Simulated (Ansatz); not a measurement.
This cell of Ru (hcp, Mg type) is off equilibrium:

```
CELL_PARAMETERS angstrom
      2.69188     0.00000     0.00000
     -1.34594     2.33123     0.00000
      0.00000     0.00000     4.24566
ATOMIC_POSITIONS crystal
  Ru 0.44106 0.74553 0.75000
  Ru 0.66667 0.33333 0.25000
```

Calculation: PBEsol (plane waves to 420 eV, PAW, scalar-relativistic; Ansatz, a program for electronic structure). k mesh 16×16×9 (Γ-centred), Fermi-Dirac smearing 0.05 eV. Energies are smeared free energies. Stress and pressure are positive under compression. With partly filled bands, energies and forces of such displacements shift with the k mesh and the smearing. Ru is run without spin polarisation. Ru was relaxed with its symmetry unable to fall.

Task: What forces act on the atoms (eV/Å, Cartesian)?

Result: 
```csv
atom,Fx,Fy,Fz
Ru1,-1.461,-1.311,0.000
Ru2,1.461,1.311,0.000
```

Task: What is the stress tensor (GPa)?

Result: 
```
   -2.7     -3.9      0.0
   -3.9      4.2      0.0
    0.0      0.0      8.3
```
The pressure, a third of the trace, is 3.3 GPa.

Task: In it atom 1 sits (0.184, 0.184, 0.000) Å away from its relaxed site. What is its energy relative to the relaxed cell?

Result: 264 meV/cell.

(For displaced atoms, the force is minus the slope of the energy, and its curvature is a force constant, which sets phonon frequencies.)
